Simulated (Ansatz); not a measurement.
SrHfO$_{3}$ (cubic perovskite, Pm-3m) at seven volumes, plane-wave PAW PBEsol (Ansatz code), scaled uniformly. One row is withheld.

| V (Å³/atom) | P (GPa) |
|---|---|
| 12.597 | 19.77 |
| 13.012 | 12.10 |
| 13.428 | 5.56 |
| 13.843 | -0.01 |
| 14.258 | ? |
| 14.673 | -8.79 |
| 15.089 | -12.22 |

Question: Fit the shown pressures and predict the withheld one.

Answer: P = (3/2)B₀(x^(7/2) − x^(5/2))[1 + (3/4)(B′ − 4)(x − 1)] with x = (V₀/V)^(2/3). Least squares on the six rows gives V₀ = 13.843 Å³/atom, B₀ = 171 GPa, B′ = 4.33. At V = 14.258, x = 0.9805 and P = -4.74 GPa. The run itself gave -4.75 GPa.

The workflow started from a Materials Project entry (that database holds measured and hypothetical structures alike); the Crystallography Open Database files this formula in space group No. 221, but the cells were not matched. Whether it is the stable phase at ambient conditions was not checked. The cell was relaxed with PBEsol under the symmetry of its start; its stability against distortions is not shown here. No spin polarisation was allowed. Scalar-relativistic: spin–orbit coupling is off unless named, which matters more the heavier the elements.

Potentials: the later of the program's two PAW sets.
